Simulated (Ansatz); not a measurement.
K$_{2}$Te:
```yaml
crystal:
  lattice:
    - [0.00000, 4.04610, 4.04610]
    - [4.04610, 0.00000, 4.04610]
    - [4.04610, 4.04610, 0.00000]
  atoms:
    - { symbol: K, position: [0.75000, 0.75000, 0.75000] }
    - { symbol: K, position: [0.25000, 0.25000, 0.25000] }
    - { symbol: Te, position: [0.00000, 0.00000, 0.00000] }
```

PBEsol in the plane-wave PAW code Ansatz gives a gap of 2.16 eV without spin–orbit coupling, maximum on the K–Γ line, 22 % of the way from K, minimum at Γ.

**Question.** What happens when spin–orbit coupling is switched on?

**Answer.** The gap drops by 0.21 eV, to 1.95 eV; maximum at L, minimum at Γ.

**Question.** Give the electron effective mass with spin–orbit coupling.

**Answer.** 0.29 mₑ (isotropic).

**Question.** Give the hole effective mass with spin–orbit coupling.

**Answer.** 1.6, 1.6, 10 mₑ (principal values).

Space group Fm-3m (anti-fluorite). The first step of the workflow began from a Materials Project structure, measured or hypothetical; the Crystallography Open Database files this formula in space group No. 225, but the cells were not matched. Whether it is the stable phase at ambient conditions was not checked. The PBEsol relaxation kept the symmetry of its start; whether a distortion lowers the energy is not shown.

Potentials: the later of the program's two PAW sets.
